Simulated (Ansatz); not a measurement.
CsCdCl3 (cubic perovskite)

```yaml
crystal:
  lattice:
    - [10.22621, 0.00000, 0.00000]
    - [5.11311, 5.11311, 0.00000]
    - [0.00000, 0.00000, 5.11311]
  atoms:
    - { symbol: Cs, position: [0.00000, 0.00000, 0.00000] }
    - { symbol: Cs, position: [0.50000, 0.00000, 0.00000] }
    - { symbol: Cd, position: [0.00000, 0.50000, 0.50000] }
    - { symbol: Cd, position: [0.50000, 0.50000, 0.50000] }
    - { symbol: Cl, position: [0.75000, 0.50000, 0.50000] }
    - { symbol: Cl, position: [0.25000, 0.50000, 0.50000] }
    - { symbol: Cl, position: [0.25000, 0.00000, 0.50000] }
    - { symbol: Cl, position: [0.75000, 0.00000, 0.50000] }
    - { symbol: Cl, position: [0.00000, 0.50000, 0.00000] }
    - { symbol: Cl, position: [0.50000, 0.50000, 0.00000] }
```

The atoms are displaced by Q × the pattern below (from a DFPT mode at M = (0.5, 0.5, 0.0), largest move 1; Q in Å), at fixed cell. It is one choice among 2 degenerate patterns. (q is in reciprocal vectors of the primitive cell; the cell shown is doubled to hold the pattern.)

| atom | x | y | z |
|---|---|---|---|
| Cs1 | -0.135 | 0.000 | 0.000 |
| Cs2 | 0.135 | 0.000 | 0.000 |
| Cd3 | 0.000 | 1.000 | 0.000 |
| Cd4 | 0.000 | -1.000 | 0.000 |
| Cl9 | 0.000 | -0.083 | 0.000 |
| Cl10 | 0.000 | 0.083 | 0.000 |

Atoms not listed stay in place.

These are LDA (plane waves to 420 eV, PAW, scalar-relativistic; Ansatz, a first-principles code) values and carry that method's errors. k mesh 7×7×7 (Γ-centred), Fermi-Dirac smearing 0.05 eV. E stands for the smeared free energy. CsCdCl3 was relaxed with its symmetry unable to fall. The zero of ΔE is the undisplaced structure.

### Question
Give the computed ΔE (eV/cell) and −dE/dQ from forces (eV/Å) at Q (Å) = -0.083, -0.050, -0.017, 0.017, 0.033, 0.050, 0.067, 0.083.

### Answer
```json
[
 {"Q (Å)": "-0.083", "ΔE (eV/cell)": "0.0571", "−dE/dQ from forces (eV/Å)": "1.383"},
 {"Q (Å)": "-0.050", "ΔE (eV/cell)": "0.0204", "−dE/dQ from forces (eV/Å)": "0.820"},
 {"Q (Å)": "-0.017", "ΔE (eV/cell)": "0.0023", "−dE/dQ from forces (eV/Å)": "0.272"},
 {"Q (Å)": "0.017", "ΔE (eV/cell)": "0.0023", "−dE/dQ from forces (eV/Å)": "-0.272"},
 {"Q (Å)": "0.033", "ΔE (eV/cell)": "0.0091", "−dE/dQ from forces (eV/Å)": "-0.544"},
 {"Q (Å)": "0.050", "ΔE (eV/cell)": "0.0204", "−dE/dQ from forces (eV/Å)": "-0.820"},
 {"Q (Å)": "0.067", "ΔE (eV/cell)": "0.0364", "−dE/dQ from forces (eV/Å)": "-1.099"},
 {"Q (Å)": "0.083", "ΔE (eV/cell)": "0.0571", "−dE/dQ from forces (eV/Å)": "-1.383"}
]
```

(A displaced cell: forces are minus the slopes of the energy, force constants its curvatures, and phonons follow from these.)
